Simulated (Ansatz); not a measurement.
A trial cell of WC was relaxed with PBEsol (plane waves to 420 eV, PAW, scalar-relativistic; Ansatz, a first-principles code).

Before: Pnma (No. 62), oP8; a = 5.3903 Å, b = 3.2704 Å, c = 6.0706 Å, α = 90.00°, β = 90.00°, γ = 90.00°.

After relaxation:

Simulated powder pattern, Fe Kα, λ = 1.93735 Å (kinematic, ideal powder, no thermal factors, no anomalous dispersion; the 24 strongest lines at most, above 1 %, up to 2θ = 90°):

```json
[
 {"2θ (°)": "39.62", "I/Imax (%)": "45"},
 {"2θ (°)": "45.49", "I/Imax (%)": "100"},
 {"2θ (°)": "61.88", "I/Imax (%)": "95"},
 {"2θ (°)": "84.09", "I/Imax (%)": "23"},
 {"2θ (°)": "85.34", "I/Imax (%)": "7.4"}
]
```

**Question.** Identify the relaxed structure from its pattern: crystal system, space group and cell.

**Answer.** Hexagonal, P6₃/mmc (No. 194), hP4, NiAs type; a = b = 2.8927 Å, c = 5.7166 Å, α = β = 90.00°, γ = 120.00°. Sites: W 2a (0.000, 0.000, 0.000); C 2d (0.667, 0.333, 0.250).

**Question.** Index the strongest lines.

**Answer.** 39.62° (0002), 45.49° (1 0 -1 0), 61.88° (1 0 -1 2), 84.09° (1 1 -2 0), 85.34° (0004).

No spin polarisation in the result.

The run could not lose the symmetry of its start; a randomly shaken copy of 8 atoms returns to this structure.

The relaxed structure here is a generated cell of WC: the first start was made by placing the elements on the sites of a structure type, and the end was not matched to a known phase here, so it may be hypothetical. Known forms of WC include space group No. 187.
